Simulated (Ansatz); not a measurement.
The cell below belongs to a search over invented structures; it isn't taken from experiment.

Input and command of a plane-wave DFT calculation in Ansatz:

```yaml
crystal:
  lattice:
    - [0.0, 5.3873896821, 5.3873896821]
    - [5.3873896821, 0.0, 5.3873896821]
    - [5.3873896821, 5.3873896821, 0.0]
  atoms:
    - { symbol: Sc, position: [0.5, 0.5, 0.5] }
    - { symbol: Ru, position: [0.0, 0.0, 0.0], spin: 0.55 }
    - { symbol: C, position: [0.812008046, 0.187991954, 0.187991954] }
    - { symbol: C, position: [0.187991954, 0.812008046, 0.187991954] }
    - { symbol: C, position: [0.187991954, 0.187991954, 0.812008046] }
    - { symbol: C, position: [0.187991954, 0.812008046, 0.812008046] }
    - { symbol: C, position: [0.812008046, 0.187991954, 0.812008046] }
    - { symbol: C, position: [0.812008046, 0.812008046, 0.187991954] }
    - { symbol: "N", position: [0.7033473977, 0.2966526023, 0.2966526023] }
    - { symbol: "N", position: [0.2966526023, 0.7033473977, 0.2966526023] }
    - { symbol: "N", position: [0.2966526023, 0.2966526023, 0.7033473977] }
    - { symbol: "N", position: [0.2966526023, 0.7033473977, 0.7033473977] }
    - { symbol: "N", position: [0.7033473977, 0.2966526023, 0.7033473977] }
    - { symbol: "N", position: [0.7033473977, 0.7033473977, 0.2966526023] }
basis:
  ecutwfc: 420
kpoints:
  mp_grid: { grid: [6, 6, 6] }
hamiltonian:
  xc: pbe
scf:
  occupations: { method: gaussian, width: 0.1 }
output:
  forces: true
  stress: true
  eigenvalues: true
  populations: true
  write_density: true
  write_potential: true
  elf: true
  volumetric_format: npy
magnetization:
  spin_polarized: true
relax:
  adjacent_minimum: "off"
  f_tol: 0.01
  max_steps: 80
  cell: { stress_tol: 0.05 }
```

```bash
ansatz run input.yaml --threads 1 --pin off --max-ram 2560MiB --backend cpu --events-out ev --progress --plain --runs-dir out
```

Processor: Intel(R) Xeon(R) Platinum 8488C (Sapphire Rapids), 1 thread, on a host shared with other jobs.

Task: How long does it run, and how much memory does it take?

Result: About 80 s, peak memory 0.95 GiB. It solves 55 bands at 16 k points (after reduction by symmetry) with about 6183 plane waves (on the last cell), in 19 SCF iterations over 2 ionic steps.
